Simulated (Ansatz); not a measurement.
Clean, relaxed (100) surface of Ir, space group Fm-3m (No. 225) (top face towards +c; atoms held fixed, by place in the list: 1, 2):

```
CELL_PARAMETERS angstrom
2.71828 0.00000 0.00000
0.00000 2.71828 0.00000
0.00000 0.00000 22.76634
ATOMIC_POSITIONS crystal
Ir 0.50000 0.50000 0.37336
Ir 0.00000 0.00000 0.45779
Ir 0.50000 0.50000 0.54277
Ir 0.00000 0.00000 0.62288
```

The calculation used DFT r2SCAN, scalar-relativistic, plane waves, PAW (Ansatz 0.2.0). Plane waves to 500 eV, a k mesh through Γ of 11×11×1 on the computed 4-atom cell and Gaussian smearing (0.10 eV); no spin polarisation. The cell repeats along c with a dipole correction in the vacuum.

O (atom) is adsorbed on the top face, one adsorbate per 7.4 Å², and relaxed from 3 starting sites (fractions of a and b). The adsorption energy is E(slab + adsorbate) − E(slab) − E(free adsorbate, spin-polarised where open-shell). Heights count from the highest slab atom after relaxation. Δφ is the top face's. Δp counts per cell along +c. Bonded neighbours lie within 1.25 times the sum of covalent radii (1.35 for H) and, on that scale, within 12 % of the closest. With the adsorbate the cell is lengthened along c to keep the vacuum.

```
                           start ends at E_ads (eV) height (Å) shortest contact  Δφ (eV)  Δp (e·Å)
        top (Ir) at (0.00, 0.00) (0.00, 0.00), 1 bonded neighbour (Ir)       -3.91        1.72       O–Ir 1.72 Å    +2.25    -0.092
  bridge (Ir-Ir) at (0.00, 0.50) (0.00, 0.50), 2 bonded neighbours (Ir)       -4.54        1.35       O–Ir 1.92 Å    +1.89    -0.076
hollow (over Ir) at (0.50, 0.50) (0.50, 0.50), 4 bonded neighbours (Ir)       -3.51        1.14       O–Ir 2.23 Å    +1.33    -0.053
```

Among the sites tried, the lowest end comes from the bridge (Ir-Ir) at (0.00, 0.50) start; other sites may lie lower.

Each end is the local minimum or symmetric point that its start leads to. The slab is only 5.8 Å thick, so the energies aren't converged with thickness.

The adsorbed runs have no spin polarisation, so weakly bound open-shell ends lie too high.